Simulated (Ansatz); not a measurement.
Input:

RbCaH3:
```cif
data_H3CaRb
_chemical_formula_sum 'Rb1 Ca1 H3'
_space_group_name_H-M_alt 'Pm-3m'
_space_group_IT_number 221
_space_group_name_Hall '-P 4 2 3'
_cell_length_a 4.39833
_cell_length_b 4.39833
_cell_length_c 4.39833
_cell_angle_alpha 90.000
_cell_angle_beta 90.000
_cell_angle_gamma 90.000
loop_
_atom_site_label
_atom_site_type_symbol
_atom_site_symmetry_multiplicity
_atom_site_Wyckoff_symbol
_atom_site_fract_x
_atom_site_fract_y
_atom_site_fract_z
_atom_site_occupancy
Rb1 Rb 1 a 0.00000 0.00000 0.00000 1
Ca1 Ca 1 b 0.50000 0.50000 0.50000 1
H1 H 3 c 0.00000 0.50000 0.50000 1
```

This is the LDA-relaxed structure.

Question: All from LDA (plane waves, PAW; program Ansatz), unless another level is named. Give the bulk modulus (Birch–Murnaghan fit).

Answer: 29.0 GPa.

Question: Give the zero-point energy.

Answer: 87.8 meV/atom.

Question: What about the elastic constants (relaxed ions, GPa)?

Answer: C11 = 64.2, C12 = 11.3, C44 = 19.0.

Question: Next, the vibrational entropy at 300 K?

Answer: 22.3 J/(K·mol of atoms).

Question: Give the highest zone-centre frequency (without LO–TO term).

Answer: 1207 cm⁻¹.

The first step of the workflow began from a Materials Project structure, measured or hypothetical; the Crystallography Open Database files this formula in space group No. 221, but the cells were not matched. Its standing as an ambient phase is unchecked. Symmetry was held in the LDA relaxation; phonons on a q-mesh show no instability.

Potentials: the later of the program's two PAW sets.
